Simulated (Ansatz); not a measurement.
AlN:
Space group P4₂/mnm (No. 136); a = b = 5.285 Å, c = 3.100 Å, α = β = γ = 90.00°

| atom | site | symmetry | x | y | z |
|---|---|---|---|---|---|
| Al | 4g | m.2m | 0.1768 | 0.1768 | 0.5000 |
| N | 4f | m.2m | 0.3151 | 0.3151 | 0.0000 |

Relaxed with r²SCAN. DFT-r²SCAN in the program Ansatz with PAW potentials gives a gap of 4.48 eV.

Question: What gap does HSE06 give on the same cell (Ansatz, PAW)?

Answer: 5.20 eV, 0.72 eV more. The hybrid was solved on a coarser mesh and at special points; the gap given is the minimum over both.

```
k  v1 r²SCAN  c1 r²SCAN  v1 HSE06  c1 HSE06
-  ---------  ---------  --------  --------
Γ      -0.01       4.48     -0.01      5.20
Z      -1.53       6.73         …         …
M      -0.97       6.81         …         …
A      -0.99       5.89     -1.05      6.58
R      -0.71       7.04         …         …
X      -0.64       6.54         …         …
```

Question: Top valence (v1) and lowest conduction level (c1) in eV from each method's valence maximum (which need not be a listed point): supply the withheld HSE06 values.

Answer: 
- Z, v1 HSE06: -1.65
- Z, c1 HSE06: 7.40
- R, v1 HSE06: -0.77
- R, c1 HSE06: 7.71
- X, v1 HSE06: -0.68
- X, c1 HSE06: 7.29
- M, v1 HSE06: -1.04
- M, c1 HSE06: 7.53

Cost on shared cores: the r²SCAN run (SCF on a 5×5×9 mesh, then bands and DOS) roughly 60 core-seconds, the HSE06 run (SCF on 3×3×5, then a few points) around 90 core-seconds (rough); the tasks are unlike.

Space group P4_2/mnm. The start of the workflow was typed in or built on a structure type; neither database checked (COD, Materials Project) lists it. It is not the phase usual at ambient conditions (space group No. 186, 216). The cell was relaxed with r²SCAN under the symmetry of its start; whether a distortion lowers the energy is not shown.

Potentials: the earlier of the program's two PAW sets. The files were generated under PBE; for other functionals the program regenerates the frozen cores, and for LDA and PBEsol the local potential too.
